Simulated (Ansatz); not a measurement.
ZrW$_{2}$:
```cif
data_W16Zr8
_chemical_formula_sum 'Zr8 W16'
_space_group_name_H-M_alt 'Fd-3m :1'
_space_group_IT_number 227
_space_group_name_Hall 'F 4d 2 3 -1d'
_cell_length_a 7.57907
_cell_length_b 7.57907
_cell_length_c 7.57907
_cell_angle_alpha 90.000
_cell_angle_beta 90.000
_cell_angle_gamma 90.000
loop_
_atom_site_label
_atom_site_type_symbol
_atom_site_symmetry_multiplicity
_atom_site_Wyckoff_symbol
_atom_site_fract_x
_atom_site_fract_y
_atom_site_fract_z
_atom_site_occupancy
Zr1 Zr 8 a 0.00000 0.00000 0.00000 1
W1 W 16 d 0.62500 0.62500 0.62500 1
```
(The calculation used a cell of 6 atoms; values per cell refer to that cell.)

Relaxed with PBEsol.

Question: Tabulate the valence density and the electron localisation function along the shortest Zr–Zr contact (3.28 Å), the program Ansatz at the PBEsol level (PAW).

Answer: 

| distance from Zr (Å) | density (e/Å³) | ELF |
|---|---|---|
| 0.33 | 4.11 | 0.52 |
| 0.49 | 3.87 | 0.78 |
| 0.66 | 2.62 | 0.82 |
| 0.82 | 1.35 | 0.69 |
| 0.98 | 0.59 | 0.36 |
| 1.15 | 0.28 | 0.13 |
| 1.31 | 0.18 | 0.10 |
| 1.48 | 0.15 | 0.13 |
| 1.64 | 0.14 | 0.15 |
| 1.80 | 0.15 | 0.13 |
| 1.97 | 0.18 | 0.10 |
| 2.13 | 0.28 | 0.13 |
| 2.30 | 0.59 | 0.36 |
| 2.46 | 1.35 | 0.69 |
| 2.63 | 2.62 | 0.82 |
| 2.79 | 3.87 | 0.78 |
| 2.95 | 4.11 | 0.52 |

The density is the valence pseudo-density with augmentation charge, so density and ELF within about 1 Å of a nucleus are not all-electron values.

The workflow started from an entry of the Crystallography Open Database (COD). Its standing as an ambient phase is unchecked. The PBEsol relaxation kept the symmetry of its start; whether a distortion lowers the energy is not shown. No spin polarisation was allowed. Scalar-relativistic: spin–orbit coupling is off unless named, which matters more the heavier the elements.

Potentials: the later of the program's two PAW sets.
